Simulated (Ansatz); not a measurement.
**Cancellation of cutoff errors in Au**

Computed with DFT PBEsol, scalar-relativistic, plane waves, PAW (Ansatz).

```
CELL_PARAMETERS angstrom
1.41131 -2.55593 0.00000
1.41131 2.55593 0.00000
0.00000 0.00000 4.89317
ATOMIC_POSITIONS crystal
Au 0.66533 0.33467 0.25000
Au 0.33467 0.66533 0.75000
```

```
Γ-centred k-mesh : 16×16×10
occupation rule  : Gaussian smearing, 0.1 eV
spin treatment   : unpolarised
```

A second cell has all atoms moved and the lattice slightly strained:

```yaml
crystal:
  lattice:
    - [1.37659, -2.55784, -0.03645]
    - [1.41854, 2.58101, 0.00135]
    - [-0.06085, 0.03619, 4.96857]
  atoms:
    - { symbol: Au, position: [0.64650, 0.32305, 0.25328] }
    - { symbol: Au, position: [0.30229, 0.65923, 0.74019] }
```

It ran on a 12×12×6 mesh, another than the first cell's, which shifts the difference by nearly the same amount at every cutoff. Both were run at several values of the cutoff; energies per atom at zero smearing, errors against the largest value (420 eV), which isn't proved converged itself.

```csv
cutoff,"error, first cell (meV)","error, second cell (meV)"
250 eV,1231.47,1236.02
300 eV,110.06,110.50
350 eV,5.16,5.08
```

Q: At the largest value the second cell lies 19.06 meV/atom above the first. What is the error of that difference at each value, and where does each quantity come within 1 meV/atom?

A: The error of the difference is the second cell's error less the first's:
```csv
cutoff,difference (meV),its error (meV)
250 eV,23.61,4.55
300 eV,19.50,0.44
350 eV,18.98,-0.08
```

No value below the largest brings the first cell's total energy within 1 meV/atom, while the difference is there from 300 eV on. Most of the error cancels, by a factor of about 251 in the median. A missing short wave mostly misdescribes the region near each nucleus, which both cells share; what doesn't cancel comes largely from the change of volume and bonding.

This form isn't the element's structure at ambient conditions.